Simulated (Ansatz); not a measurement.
Structure relaxation, WS₂

The start is a generated cell, WS2 built in the AFLOW prototype A2B_hP9_150_ef_bd (C22, as in Fe2P). Cell shape, volume and atoms are optimised at zero target pressure with PBE (plane waves to 420 eV, PAW, scalar-relativistic; Ansatz, a first-principles code). First-step values are on the input's coarse k-mesh.

Ansatz input (later rounds restart from its end on a renewed k-mesh):
Ansatz 0.2 input:
```yaml
crystal:
  lattice:
    - [6.8510243, 0, 0]
    - [-3.4255121, 5.9331611, 0]
    - [0, 0, 4.0403477]
  atoms:
    - { symbol: S, position: [0.26, 0, 0] }
    - { symbol: S, position: [0, 0.26, 0] }
    - { symbol: S, position: [0.74, 0.74, 0] }
    - { symbol: S, position: [0.6, 0, 0.5] }
    - { symbol: S, position: [0, 0.6, 0.5] }
    - { symbol: S, position: [0.4, 0.4, 0.5] }
    - { symbol: W, position: [0, 0, 0.5] }
    - { symbol: W, position: [0.33333333, 0.66666667, 0.875] }
    - { symbol: W, position: [0.66666667, 0.33333333, 0.125] }
basis: { ecutwfc: 420, ecutrho_ratio: 4, xc_grid: 2, fft_grid_basis: typed }
kpoints: { mp_grid: { grid: [4, 4, 6] } }
hamiltonian:
  xc: pbe
  dispersion: none
  pseudopotentials: { azcp: { folder: ./paw }, kind: paw }
scf: { occupations: { method: fermi_dirac, width: 0.05 } }
relax: { f_tol: 0.01, max_steps: 100, cell: { stress_tol: 0.02 } }
output: { forces: true, stress: true }
```

Initial pressure: -18 GPa (negative: the cell is under tension)
Largest initial force: about 1.2 eV/Å, on W8, W9 (atoms numbered as listed)
Outcome: The space group stays P321 (No. 150) (the run could not lower it); the end is AFLOW prototype A2B_hP9_150_ef_bd (C22, as in Fe2P), with 9 atoms in the primitive cell
Energy released: 0.26 eV/atom
Volume change: -7.5 %, from 18.25 to 16.88 Å³/atom
Shortest distances (start → end): The closest pairs of elements (up to four, under 3.6 Å), start → end: S–W 2.58 → 2.34 Å; S–S 3.08 → 3.02 Å
Band gap at the end: no gap (metallic)
Optimiser moves: 21

Relaxed structure:

```cif
data_S6W3
_chemical_formula_sum 'S6 W3'
_space_group_name_H-M_alt 'P321'
_space_group_IT_number 150
_space_group_name_Hall 'P 3 2"'
_cell_length_a 6.32414
_cell_length_b 6.32414
_cell_length_c 4.38598
_cell_angle_alpha 90.000
_cell_angle_beta 90.000
_cell_angle_gamma 120.000
loop_
_atom_site_label
_atom_site_type_symbol
_atom_site_symmetry_multiplicity
_atom_site_Wyckoff_symbol
_atom_site_fract_x
_atom_site_fract_y
_atom_site_fract_z
_atom_site_occupancy
S1 S 3 e 0.00000 0.27570 0.00000 1
S2 S 3 f 0.37522 0.37522 0.50000 1
W1 W 1 b 0.00000 0.00000 0.50000 1
W2 W 2 d 0.66667 0.33333 0.21991 1
```

Final values are on a 9×9×11 k-mesh of the relaxed cell. No spin polarisation in the result.

The run could not lower the symmetry of its start; a shaken copy of this end point relaxes with PBE to C2/m (No. 12), 0.43 eV/atom lower.

The relaxed structure here is a generated cell of WS2: the first start was made by placing the elements on the sites of a structure type, and the end was not matched to a known phase here, so it may be hypothetical. Known forms of WS2 include space group No. 194.
